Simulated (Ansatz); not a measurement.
## Vibrational response of Na2Pd2O3

These are results of DFT PBE, scalar-relativistic, plane waves, PAW in Ansatz, not measurements. Settings: 420 eV plane-wave cutoff, Γ-centred 10×10×10 mesh, Gaussian smearing of 0.10 eV. Collinear spin, site moments 0.0, 0.0, 0.3, 0.3, 0.3, 0.3, 0.0 μB. Phonons by linear response, acoustic sum rule imposed.

Relaxed structure:
```
Na Pd O
1.0
    -2.33058    2.33058    4.03706
     2.33058   -2.33058    4.03706
     2.33058    2.33058   -4.03706
Na Pd O
2 2 3
Direct
  0.76997 0.76997 0.00000
  0.23003 0.23003 0.00000
  0.50000 0.00000 0.50000
  0.00000 0.50000 0.50000
  0.25000 0.75000 0.50000
  0.75000 0.25000 0.50000
  0.50000 0.50000 0.00000
```

It was reached by relaxing an invented guess, and it needn't be the stable form of this composition. In a metal, frequencies depend on the k mesh and the smearing, soft modes most.

Question: Is this structure stable against zone-centre distortions?

Answer: Yes, at Γ: no optical mode is imaginary. Strains and other wave vectors aren't tested by this run.

Question: List the optical modes at Γ (i marks imaginary ones).

Answer:
| frequency (THz) | degeneracy |
| --- | --- |
| 1.92 | 2 |
| 3.78 | 2 |
| 5.23 | 2 |
| 5.65 | 2 |
| 6.49 | 1 |
| 6.97 | 1 |
| 8.21 | 1 |
| 9.88 | 2 |
| 9.93 | 2 |
| 14.24 | 1 |
| 14.89 | 1 |
| 16.40 | 1 |
